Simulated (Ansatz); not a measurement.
Computed with DFT PBE, scalar-relativistic, plane waves, PAW in Ansatz 0.2.0. All cells share a 420 eV cutoff and Γ-centred k meshes spaced at most about 0.3 Å⁻¹ (about 0.25 or finer for metals, 2π included). No spin polarisation in the final relaxations.

All energies are static (0 K, no zero-point motion).

Two forms of In4Sb3As were relaxed alike.

A.

```yaml
crystal:
  lattice:
    - [6.52618, 0.00000, 0.00000]
    - [0.00000, 6.52618, 0.00000]
    - [0.00000, 0.00000, 6.52618]
  atoms:
    - { symbol: In, position: [0.24167, 0.75833, 0.24167] }
    - { symbol: In, position: [0.24167, 0.24167, 0.75833] }
    - { symbol: In, position: [0.75833, 0.75833, 0.75833] }
    - { symbol: In, position: [0.75833, 0.24167, 0.24167] }
    - { symbol: Sb, position: [0.00000, 0.50000, 0.50000] }
    - { symbol: Sb, position: [0.50000, 0.50000, 0.00000] }
    - { symbol: Sb, position: [0.50000, 0.00000, 0.50000] }
    - { symbol: As, position: [0.00000, 0.00000, 0.00000] }
```

B.

```yaml
crystal:
  lattice:
    - [4.61669, 0.00000, 0.00000]
    - [0.00000, 4.61669, 0.00000]
    - [0.00000, 0.00000, 13.02961]
  atoms:
    - { symbol: In, position: [0.50000, 0.00000, 0.62932] }
    - { symbol: In, position: [0.00000, 0.50000, 0.88731] }
    - { symbol: In, position: [0.50000, 0.00000, 0.11269] }
    - { symbol: In, position: [0.00000, 0.50000, 0.37068] }
    - { symbol: Sb, position: [0.50000, 0.50000, 0.24177] }
    - { symbol: Sb, position: [0.00000, 0.00000, 0.50000] }
    - { symbol: Sb, position: [0.50000, 0.50000, 0.75823] }
    - { symbol: As, position: [0.00000, 0.00000, 0.00000] }
```

**Question.** Which arrangement of the elements on these sites is preferred, and by what margin?

**Answer.** They are level within the accuracy (under 1 meV/atom apart). The two share one framework of sites and differ in which element sits where. A has Sb and As ordered on zinc blende sites, space group P-43m (No. 215), 34.7 Å³/atom and no gap on its mesh; B has Sb and As ordered on zinc blende sites, space group P-4m2 (No. 115), 34.7 Å³/atom and no gap. Counting As or Sb atoms around In (for each partner element, those within 1.25 times its shortest distance or 1.15 times the sum of covalent radii, where it is the nearest in units of that sum or under 1.3), A and B both have In 4. In A, In is surrounded by 1 As at 2.73 Å and 3 Sb at 2.86 Å; around Sb lie 4 In at 2.86 Å; As has 4 In at 2.73 Å. In B, In on its first site has 4 Sb at 2.85–2.86 Å; Sb on a site of symmetry 2mm has 4 In at 2.85–2.86 Å; around As lie 4 In at 2.74 Å; 2 more sites not described. Both come from invented guesses.

These runs have no spin–orbit coupling, which can matter for Sb. The zero gap of P-43m, P-4m2 may come from the functional, which often closes small gaps. With atoms moved at random, P-43m came back. Other cells relaxed within their symmetry can be saddle points.
